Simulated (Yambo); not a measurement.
Yambo run on GaAs (zinc blende, space group F-43m, No. 216). The wavefunctions come from this Quantum ESPRESSO step (PBE, PseudoDojo stringent norm-conserving files, scalar-relativistic):

```
&CONTROL
  calculation = 'nscf'
  pseudo_dir = './pseudo'
  outdir = './out'
/
&SYSTEM
  ibrav = 0
  nat = 2
  ntyp = 2
  ecutwfc = 114.0
  ecutrho = 456.0
  occupations = 'fixed'
  force_symmorphic = .true.
  nbnd = 219
/
&ELECTRONS
  conv_thr = 2e-09
  diago_full_acc = .true.
  diago_thr_init = 1e-08
/
ATOMIC_SPECIES
Ga 69.7230 Ga.upf
As 74.9216 As.upf
CELL_PARAMETERS angstrom
  0.000000000000   2.830228691000   2.830228691000
  2.830228691000   0.000000000000   2.830228691000
  2.830228691000   2.830228691000   0.000000000000
ATOMIC_POSITIONS crystal
Ga   0.000000000000   0.000000000000   0.000000000000
As   0.750000000000   0.750000000000   0.750000000000
K_POINTS automatic
4 4 4 0 0 0
```

Yambo input:

```
rim_cut
gw0
dyson
el_el_corr
HF_and_locXC
ppa
em1d
RandQpts= 1000000
RandGvec= 1 Ry
EXXRLvcs= 114 Ry
VXCRLvcs= 456 Ry
Chimod= "HARTREE"
% BndsRnXp
 9 | 217 |
%
NGsBlkXp= 15 Ry
% LongDrXp
 1.0 | 1.0 | 1.0 |
%
PPAPntXp= 27.2114 eV
% GbndRnge
 1 | 217 |
%
GTermKind= "BG"
DysSolver= "n"
ExtendOut
% QPkrange
 1 | 1 | 22 | 23 |
 3 | 3 | 22 | 23 |
 7 | 7 | 22 | 23 |
 8 | 8 | 22 | 23 |
%
```

k points by index: 1 = Γ, 3 = L, 7 = X, 8 = W.

Table of the .qp output:

```
#    K-point    Band    Eo [eV]    E [eV]    E-Eo [eV]    Vxc [eV]    Vnlxc [eV]    Sc|Eo [eV]    Sc|E [eV]    dSc/dw|Eo [eV]    Re(Z)    Im(Z)
#
    1    22    0.000000    -0.583066    -0.583066    -14.34690    -15.95592    0.875095    1.025957    -7.039770    0.794464    -0.001335
    1    23    0.493449    0.551581    0.058132    -14.68688    -10.72098    -3.893019    -3.907776    -6.896984    0.797790    -0.001311
    3    22    -1.134410    -1.783035    -0.648625    -13.47430    -15.49728    1.202169    1.374357    -7.222756    0.790242    -0.001395
    3    23    0.996222    0.965428    -0.030794    -12.65488    -8.818750    -3.874508    -3.866927    -6.720306    0.801944    -0.001320
    7    22    -2.661356    -3.398250    -0.736894    -12.38718    -15.01014    1.681385    1.886058    -7.556759    0.782650    -0.001554
    7    23    1.479827    1.265118    -0.214709    -9.862687    -6.220423    -3.907275    -3.856972    -6.378355    0.810108    -0.001322
    8    22    -3.319878    -4.067022    -0.747144    -11.48701    -14.13311    1.690521    1.898956    -7.590137    0.781899    -0.001565
    8    23    4.610228    4.773300    0.163072    -13.57940    -8.566590    -4.805264    -4.849740    -7.415506    0.785843    -0.001444
```
(The two width columns are left out.) Convergence of these settings isn't established.

Spin-orbit coupling is not included.

Geometry relaxed with PBEsol.
